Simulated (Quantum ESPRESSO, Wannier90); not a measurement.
Mg (bcc (W type), model phase), plane waves to Wannier functions

Materials Project entry mp-110; symmetrised, unrelaxed at this level. This isn't the element's usual structure (hcp); take it as a model of another phase. Level: PBEsol, no spin polarisation, no spin-orbit coupling; pw.x of Quantum ESPRESSO at 68 Ry with PseudoDojo potentials, 12×12×12 k-points, Wannier90. Density: 16×16×16 mesh, cold smearing 0.01 Ry.

The plane-wave run has 14 bands and 10 electrons a cell. On the energy scale of pw.x, whose zero is arbitrary, the Fermi level lies at 5.84 eV.

Input w.win, without the blocks of cell, atoms and k-points (1728 lines):

```
num_bands = 10
num_wann = 1
exclude_bands = 1-4
num_iter = 1000
conv_tol = 1.0e-6
conv_window = 4
dis_num_iter = 1000
dis_conv_tol = 1.0e-6
dis_froz_max = 4.86
dis_froz_proj = true
dis_proj_min = 0.01
dis_proj_max = 0.95
write_hr = true
write_u_matrices = true
auto_projections = true
mp_grid = 12 12 12
```

wannier90.x stops with:
```
dis_windows_proj: More states in the frozen window than target WFs
```
With dis_froz_proj, states below dis_froz_max and states whose projectability exceeds dis_proj_max are all frozen, and at some k-point they outnumber the Wannier functions. Mended as below, all else unchanged, the run goes through (Ω_I = 6.4 Å²) and follows the plane-wave bands to 24 meV rms (states up to 1.0 eV relative to the Fermi level).
```
num_wann = 4
dis_froz_max = 7.34
begin projections
f=0.01251,0.00114,-0.00718: s;p
end projections
```
Remove the line dis_froz_proj = true.
Remove the line dis_proj_min = 0.01.
Remove the line dis_proj_max = 0.95.
Remove the line auto_projections = true.
